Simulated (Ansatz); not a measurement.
# Squeezing In2Bi

```yaml
crystal:
  lattice:
    - [5.63836, 0.00000, 0.00000]
    - [-2.81918, 4.88297, 0.00000]
    - [0.00000, 0.00000, 3.27789]
  atoms:
    - { symbol: In, position: [0.66667, 0.33333, 0.50000] }
    - { symbol: In, position: [0.33333, 0.66667, 0.50000] }
    - { symbol: Bi, position: [0.00000, 0.00000, 0.00000] }
```

The base volume is that of a database entry, with shape and atoms relaxed on PAW files at held volume, so it needn't be at zero pressure; the structure needn't be the stable phase, at rest or compressed.

Its volume is scaled, and at each volume shape and atoms are relaxed on PAW files; all methods then take that cell.

Level of theory: DFT with PBEsol, scalar-relativistic, in Ansatz 0.2.0; a Γ-centred 8×8×11 k mesh, Fermi–Dirac smearing of 0.05 eV, no spin polarisation. LAPW: all electrons, basis error target 1 meV/atom; PAW: frozen-core files, cutoff 420 eV; crystal datasets: all electrons, by PAW datasets that the program makes for each cell.

Energies are extrapolated to zero smearing and count from the unscaled cell; pressure is positive in compression; gaps take the mesh and a band path. No temperature or zero-point motion is included.

Spin–orbit coupling is left out, which matters for the heavy atoms. The PAW files were made under PBE.

```json
{"V/V0": "1.00", "V (Å³/atom)": "30.08", "P LAPW (GPa)": "-2.77", "ΔE LAPW (eV/atom)": "0.000", "P PAW − LAPW (GPa)": "-0.01", "ΔE PAW − LAPW (meV/atom)": "0.0", "space group": "P6/mmm", "shortest distance (Å)": "3.255"}
{"V/V0": "0.85", "V (Å³/atom)": "25.57", "P LAPW (GPa)": "4.59", "ΔE LAPW (eV/atom)": "0.009", "P PAW − LAPW (GPa)": "-0.02", "ΔE PAW − LAPW (meV/atom)": "-0.3", "space group": "P6/mmm", "shortest distance (Å)": "3.056"}
{"V/V0": "0.65", "V (Å³/atom)": "19.55", "P LAPW (GPa)": "38.1", "ΔE LAPW (eV/atom)": "0.660", "P PAW − LAPW (GPa)": "-0.03", "ΔE PAW − LAPW (meV/atom)": "-1.2", "space group": "P6/mmm", "shortest distance (Å)": "2.769"}
{"V/V0": "0.40", "V (Å³/atom)": "12.03", "P LAPW (GPa)": "306.8", "ΔE LAPW (eV/atom)": "?", "P PAW − LAPW (GPa)": "0.23", "ΔE PAW − LAPW (meV/atom)": "0.5", "space group": "P6/mmm", "shortest distance (Å)": "2.354"}
```

Problem. Fill in "ΔE LAPW (eV/atom)" for the row "0.40".

Solution. 6.598.

Problem. From the table, what is the rise of the enthalpy H = E + pV up to the last row, and how stiff is the crystal between the last two rows?

Solution. ΔH = 6.598 eV + (306.8 GPa × 12.03 Å³ + 2.77 GPa × 30.08 Å³) × 0.006242 eV/(GPa·Å³) = 30.16 eV/atom, of which pV makes 78 %. The mean bulk modulus there is −ΔP/Δln V = 553 GPa.

Problem. At the smallest volume, how far do crystal datasets lie from LAPW in pressure?

Solution. crystal datasets: 0.00 GPa, on a LAPW pressure of 306.8 GPa.

Problem. How do the Löwdin populations by LAPW change from the unscaled cell to the last row?

Solution. In 4s 1.99 → 1.94, In 5s 1.48 → 1.05, In 5p 1.63 → 2.31, In 4d 9.99 → 9.93, Bi 6s 1.87 → 1.64 electrons an atom. These are projections on the shells that the free atoms fill; 0.06 e a cell lies outside them at the start and 0.15 e at the end.
